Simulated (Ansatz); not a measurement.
Os:
```cif
data_Os2
_chemical_formula_sum 'Os2'
_space_group_name_H-M_alt 'P 1'
_space_group_IT_number 1
_cell_length_a 2.72856
_cell_length_b 2.72856
_cell_length_c 4.30955
_cell_angle_alpha 90.000
_cell_angle_beta 90.000
_cell_angle_gamma 120.000
loop_
_space_group_symop_operation_xyz
  'x, y, z'
loop_
_atom_site_label
_atom_site_type_symbol
_atom_site_fract_x
_atom_site_fract_y
_atom_site_fract_z
_atom_site_occupancy
Os1 Os 0.33333 0.66667 0.25000 1
Os2 Os 0.66667 0.33333 0.75000 1
```

Relaxed with PBEsol.

Decompose the optical modes at the zone centre into irreducible representations, and say which are infrared and Raman allowed.

Point group 6/mmm: Γ_opt = B1g + E2g. Infrared: none. Raman: E2g.

Assign frequencies (DFPT, the program Ansatz at the PBEsol level (PAW)).

E2g 170, B1g 221 cm⁻¹.

Subscripts of B labels follow the axes of the standard setting.

Space group P6_3/mmc (hcp (Mg type)). The cell was relaxed with PBEsol under the symmetry of its start; of distortions, only those at the zone centre were tested. No spin polarisation was allowed. As this level gives no gap, phonon frequencies hold no LO–TO term and depend on the k-mesh and smearing (Fermi–Dirac, 0.1 eV here). Spin–orbit coupling is left out wherever it is not named.

Potentials: the earlier of the program's two PAW sets.
